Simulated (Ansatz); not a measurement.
Relaxed-ion elastic tensor of Li3Hg in space group Fm-3m (No. 225; Li on 8c, Hg on 4a, Li on 4b) in GPa (Voigt order), the program Ansatz at the PBEsol level (PAW); density 5.47 g/cm³, 16.79 Å³ per atom.

|  | 1 | 2 | 3 | 4 | 5 | 6 |
|---|---|---|---|---|---|---|
| 1 | 30.5 | 26.5 | 26.5 | 0.0 | 0.0 | 0.0 |
| 2 | 26.5 | 30.5 | 26.5 | 0.0 | 0.0 | 0.0 |
| 3 | 26.5 | 26.5 | 30.5 | 0.0 | 0.0 | 0.0 |
| 4 | 0.0 | 0.0 | 0.0 | 23.1 | 0.0 | 0.0 |
| 5 | 0.0 | 0.0 | 0.0 | 0.0 | 23.1 | 0.0 |
| 6 | 0.0 | 0.0 | 0.0 | 0.0 | 0.0 | 23.1 |

Is the crystal mechanically stable?

Yes: the smallest eigenvalue of C is 4.0 GPa.

Work out the Voigt and Reuss bounds. Is their mean of use?

K_V = 27.8, K_R = 27.8; G_V = 14.6, G_R = 4.5 GPa. The bounds lie so far apart that a Hill average or a Debye temperature from it would say little.

The workflow started from an entry of the Crystallography Open Database (COD). Its standing as an ambient phase is unchecked. The PBEsol relaxation kept the symmetry of its start; of distortions, only those at the zone centre were tested. As this level gives no gap, shear constants depend on the k-mesh and smearing (Fermi–Dirac, 0.1 eV here). Scalar-relativistic: spin–orbit coupling is off unless named, which matters more the heavier the elements.

Potentials: the later of the program's two PAW sets.
